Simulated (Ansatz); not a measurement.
Fields on a plane of CoSi2 (fluorite type, space group Fm-3m)

```xyz
3
Lattice="0.0000 2.6561 2.6561 2.6561 0.0000 2.6561 2.6561 2.6561 0.0000" Properties=species:S:1:pos:R:3 pbc="T T T"
Co     0.0000     0.0000     0.0000
Si     1.3280     1.3280     1.3280
Si     3.9841     3.9841     3.9841
```

The slice is a {110} plane (indices of the conventional cell) through the point (0.250, 0.250, 0.250) (fractional), spanned by u = [100] and v = [1 -1 -1] in vectors of this cell: u (3.76 Å) and v (5.31 Å, at 90° to u). It covers one period; positions are fractions (u, v).

Atoms on it: Co at (0.50, 0.25); Si at (0.00, 0.00); Si at (0.00, 0.50).

All values below come from PBEsol (plane waves to 420 eV, PAW, scalar-relativistic; Ansatz, a first-principles code). k mesh 15×15×15. These are valence fields of a PAW run, semicore shells included where kept as valence: close to a nucleus they are smooth pseudo fields. CoSi2 is run without spin polarisation. CoSi2 was relaxed with its symmetry unable to fall.

```tsv
v \ u	0.00	0.12	0.24	0.35	0.47	0.59	0.71	0.82	0.94
0.92	x	0.27	0.42	0.27	0.16	0.20	0.37	0.37	x
0.83	0.67	0.57	0.30	0.09	0.04	0.05	0.17	0.44	0.65
0.75	0.66	0.54	0.24	0.05	0.02	0.02	0.12	0.40	0.63
0.67	0.67	0.57	0.30	0.09	0.04	0.05	0.17	0.44	0.65
0.58	x	0.27	0.42	0.27	0.16	0.20	0.37	0.37	x
0.50	x	x	0.64	0.47	0.29	0.35	0.60	0.48	x
0.42	x	0.57	0.71	0.26	0.19	0.19	0.49	0.74	x
0.33	0.67	0.71	0.37	0.24	x	0.48	0.20	0.63	0.69
0.25	0.66	0.58	0.21	0.48	x	x	0.21	0.42	0.64
0.17	0.67	0.71	0.37	0.24	x	0.48	0.20	0.63	0.69
0.08	x	0.57	0.71	0.26	0.19	0.19	0.49	0.74	x
0.00	x	x	0.64	0.47	0.29	0.35	0.60	0.48	x
```

Values: electron localisation function (ELF). Points within 0.5 Å of a nucleus are blanked (x), as the pseudised field means little there.

```
|xxxxxxxxxx2266888888886622xxxxxxxx|
|xxxxxxxxxx3377889999887733xxxxxxxx|
|xxxxxxxx11558899999999885511xxxxxx|
|xxxxxx115577889999999988775511xxxx|
|1122335577889999999999998877553322|
|4444556688889999999999998888665544|
|1122335577889999999999998877553322|
|xxxxxx115577889999999988775511xxxx|
|xxxxxxxx11558899999999885511xxxxxx|
|xxxxxxxxxx3377889999887733xxxxxxxx|
|xxxxxxxxxx2266888888886622xxxxxxxx|
|xxxxxxxxxx1155777777775511xxxxxxxx|
|xxxxxxxxxx1144554444554411xxxxxxxx|
|xxxxxxxxxx1111xxxxxxxx1111xxxxxxxx|
|xxxxxxxx0000xxxxxxxxxxxx0000xxxxxx|
|xxxxxx0000xxxxxxxxxxxxxxxx0000xxxx|
|1122333300xxxxxxxxxxxxxxxx00333322|
|44445544xxxxxxxxxxxxxxxxxxxx445544|
|1122333300xxxxxxxxxxxxxxxx00333322|
|xxxxxx0000xxxxxxxxxxxxxxxx0000xxxx|
|xxxxxxxx0000xxxxxxxxxxxx0000xxxxxx|
|xxxxxxxxxx1111xxxxxxxx1111xxxxxxxx|
|xxxxxxxxxx1144554444554411xxxxxxxx|
|xxxxxxxxxx1155777777775511xxxxxxxx|
```
Scale: ten equal steps from 4.00 (start of '0') to 12.82 (end of '9'), in the order '0123456789'. Values: electrostatic potential energy of an electron, from the cell's mean, in eV. The map has 17 points along u (two characters each, u = 0 at the left) and 24 along v (v = 0 in the bottom row). Points within 1 Å of a nucleus are blanked (x), as the pseudised field means little there. Values under 4 eV are set to 4. The zero, the cell's mean, hangs on the PAW cores.

- Density on the Co–Si line (2.30 Å) at its midpoint = 0.51 e/Å³
- ELF at that point = 0.5
- ELF maximum in the middle third of the Co–Si line = 0.74, 1.4 Å from Co
